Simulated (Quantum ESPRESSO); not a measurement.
## Al2ZnGeP4 (input and log of a self-consistent run)

Computed values, not a measurement. The program is pw.x of Quantum ESPRESSO 7.5 (plane-wave density functional theory). The cell is made up: 8 atoms on a zincblende/diamond lattice, with randomly drawn elements, strain and displacements, not relaxed. PseudoDojo standard norm-conserving files (v0.5 for PBE, v0.4.1 for LDA and PBEsol) set the functional; there is no spin polarisation, spin-orbit coupling or dispersion term, and the masses in the input are unused placeholders.

Input:

```
&control calculation='scf', pseudo_dir='./dojo.nc.sr.pbe.v0_5.standard.upf', outdir='./o', disk_io='low', tprnfor=.true., tstress=.true. /
&system ibrav=0, nat=8, ntyp=4, nbnd=40, ecutwfc=84.00895049, nosym=.true., tot_charge=0,
 occupations='smearing', smearing='fd', degauss=0.0073498644
/
&electrons conv_thr=7.350e-09, electron_maxstep=60, /
ATOMIC_SPECIES
Al 1.0 Al.upf
Ge 1.0 Ge.upf
P 1.0 P.upf
Zn 1.0 Zn.upf
CELL_PARAMETERS angstrom
5.4403 -0.0711 -0.0724
-0.0711 5.5918 0.0081
-0.0724 0.0081 5.5911
ATOMIC_POSITIONS angstrom
Al 0.0481 0.0699 0.0886
Zn -0.1336 2.8373 2.8145
Ge 2.728 -0.126 2.8269
Al 2.6454 2.8012 0.0018
P 1.2872 1.3668 1.41
P 1.2017 4.1166 4.0349
P 4.0286 1.354 4.1548
P 3.9572 4.2062 1.3479
K_POINTS automatic
6 6 6 1 1 1
```

The log is shortened where brackets say so; the opening notice, blank lines, dates and the lines on written files are dropped, and the path of the files is cut. It prints rydbergs, bohrs and kilobars, and counts compression as positive stress.

```
     Program PWSCF v.7.5
     Parallel version (MPI & OpenMP), running on       4 processor cores
     Number of MPI processes:                 4
     Threads/MPI process:                     1
     [start-up lines left out]
     bravais-lattice index     =            0
     lattice parameter (alat)  =      10.2825  a.u.
     unit-cell volume          =    1147.4152 (a.u.)^3
     number of atoms/cell      =            8
     number of atomic types    =            4
     number of electrons       =        60.00
     number of Kohn-Sham states=           40
     kinetic-energy cutoff     =      84.0090  Ry
     charge density cutoff     =     336.0358  Ry
     scf convergence threshold =      7.3E-09
     mixing beta               =       0.7000
     number of iterations used =            8  plain     mixing
     Exchange-correlation= PBE
                           (   1   4   3   4   0   0   0)
     [axes and pseudopotential details left out]
   Cartesian axes
     site n.     atom                  positions (alat units)
         1        Al     tau(   1) = (   0.0088399   0.0128463   0.0162830  )
         2        Zn     tau(   2) = (  -0.0245532   0.5214430   0.5172528  )
         3        Ge     tau(   3) = (   0.5013557  -0.0231565   0.5195317  )
         4        Al     tau(   4) = (   0.4861754   0.5148085   0.0003308  )
         5        P      tau(   5) = (   0.2365635   0.2511925   0.2591318  )
         6        P      tau(   6) = (   0.2208501   0.7565546   0.7415397  )
         7        P      tau(   7) = (   0.7403819   0.2488401   0.7635751  )
         8        P      tau(   8) = (   0.7272599   0.7730214   0.2477190  )
     number of k points=   108  Fermi-Dirac smearing, width (Ry)=  0.0073
     Number of k-points >= 100: set verbosity='high' to print them.
     Dense  grid:   119361 G-vectors     FFT dimensions: (  60,  64,  64)
     Estimated max dynamical RAM per process >     407.89 MB
     Estimated total dynamical RAM >       1.51 GB
     Initial potential from superposition of free atoms
     starting charge      59.9936, renormalised to      60.0000
     Starting wfcs are   43 randomized atomic wfcs
     total cpu time spent up to now is       13.8 secs
     per-process dynamical memory:   345.6 Mb
     Self-consistent Calculation
     iteration #  1     ecut=    84.01 Ry     beta= 0.70
     Davidson diagonalization with overlap
     ethr =  1.00E-02,  avg # of iterations =  5.0
     Threshold (ethr) on eigenvalues was too large:
     Diagonalizing with lowered threshold
     Davidson diagonalization with overlap
     ethr =  6.19E-04,  avg # of iterations =  2.6
     total cpu time spent up to now is       71.3 secs
     total energy              =    -661.48201895 Ry
     estimated scf accuracy    <       0.37682787 Ry
     iteration #  2     ecut=    84.01 Ry     beta= 0.70
     Davidson diagonalization with overlap
     ethr =  6.28E-04,  avg # of iterations =  2.6
     total cpu time spent up to now is       96.7 secs
     total energy              =    -661.55761226 Ry
     estimated scf accuracy    <       0.15843890 Ry
     iteration #  3     ecut=    84.01 Ry     beta= 0.70
     Davidson diagonalization with overlap
     ethr =  2.64E-04,  avg # of iterations =  2.5
     total cpu time spent up to now is      120.5 secs
     total energy              =    -661.59336391 Ry
     estimated scf accuracy    <       0.01306625 Ry
     iteration #  4     ecut=    84.01 Ry     beta= 0.70
     Davidson diagonalization with overlap
     ethr =  2.18E-05,  avg # of iterations =  9.4
     total cpu time spent up to now is      155.7 secs
     total energy              =    -661.59651846 Ry
     estimated scf accuracy    <       0.00283757 Ry
     iteration #  5     ecut=    84.01 Ry     beta= 0.70
     Davidson diagonalization with overlap
     ethr =  4.73E-06,  avg # of iterations =  4.1
     total cpu time spent up to now is      181.1 secs
     total energy              =    -661.59704005 Ry
     estimated scf accuracy    <       0.00018549 Ry
     iteration #  6     ecut=    84.01 Ry     beta= 0.70
     Davidson diagonalization with overlap
     ethr =  3.09E-07,  avg # of iterations =  2.1
     total cpu time spent up to now is      203.7 secs
     total energy              =    -661.59708720 Ry
     estimated scf accuracy    <       0.00001777 Ry
     iteration #  7     ecut=    84.01 Ry     beta= 0.70
     Davidson diagonalization with overlap
     ethr =  2.96E-08,  avg # of iterations =  2.2
     total cpu time spent up to now is      225.0 secs
     total energy              =    -661.59709214 Ry
     estimated scf accuracy    <       0.00000168 Ry
     iteration #  8     ecut=    84.01 Ry     beta= 0.70
     Davidson diagonalization with overlap
     ethr =  2.81E-09,  avg # of iterations =  2.5
     total cpu time spent up to now is      248.0 secs
     total energy              =    -661.59709263 Ry
     estimated scf accuracy    <       0.00000015 Ry
     iteration #  9     ecut=    84.01 Ry     beta= 0.70
     Davidson diagonalization with overlap
     ethr =  2.42E-10,  avg # of iterations =  3.8
     total cpu time spent up to now is      272.8 secs
     total energy              =    -661.59709268 Ry
     estimated scf accuracy    <       0.00000004 Ry
     iteration # 10     ecut=    84.01 Ry     beta= 0.70
     Davidson diagonalization with overlap
     ethr =  6.11E-11,  avg # of iterations =  2.0
     total cpu time spent up to now is      295.0 secs
     End of self-consistent calculation
     [lines on levels left out]
!    total energy              =    -661.59709269 Ry
     estimated scf accuracy    <          1.5E-09 Ry
     smearing contrib. (-TS)   =      -0.00019784 Ry
     internal energy E=F+TS    =    -661.59689485 Ry
     The total energy is F=E-TS. E is the sum of the following terms:
     one-electron contribution =    -560.38406011 Ry
     hartree contribution      =     300.70350743 Ry
     xc contribution           =    -109.22222620 Ry
     ewald contribution        =    -292.69411597 Ry
     convergence has been achieved in  10 iterations
     Forces acting on atoms (cartesian axes, Ry/au):
     atom    1 type  1   force =    -0.02397823   -0.04074233   -0.05496628
     atom    2 type  4   force =    -0.01975672   -0.03107567   -0.03493320
     atom    3 type  2   force =    -0.01655850    0.03724587   -0.01814085
     atom    4 type  1   force =    -0.00975607   -0.02122824   -0.02385556
     atom    5 type  3   force =     0.03895912    0.03073981    0.03754025
     atom    6 type  3   force =     0.01494762    0.02950103    0.07758571
     atom    7 type  3   force =    -0.00626613    0.00712077    0.01669652
     atom    8 type  3   force =     0.02240891   -0.01156125    0.00007341
     Total force =     0.151419     Total SCF correction =     0.000139
     Computing stress (Cartesian axis) and pressure
          total   stress  (Ry/bohr**3)                   (kbar)     P=      -10.29
   0.00002492   0.00025744   0.00016959            3.67       37.87       24.95
   0.00025744  -0.00010292   0.00008502           37.87      -15.14       12.51
   0.00016959   0.00008502  -0.00013195           24.95       12.51      -19.41
     init_run     :     11.79s CPU     12.29s WALL (       1 calls)
     electrons    :    279.27s CPU    281.22s WALL (       1 calls)
     forces       :      4.07s CPU      4.07s WALL (       1 calls)
     stress       :     15.48s CPU     15.48s WALL (       1 calls)
     [timing details left out]
     PWSCF        :   5m12.19s CPU   5m14.74s WALL
     JOB DONE.
```

In other units: free energy -9001.487 eV for the cell, pressure -1.03 GPa, largest force component 1.995 eV/Å. A rerun of a related cell, with the same atoms placed differently, at 1437 eV and a 8 x 8 x 8 mesh moved values by no more than 0.002 eV in energy, 0.02 GPa in stress and 0.002 eV/Å in force.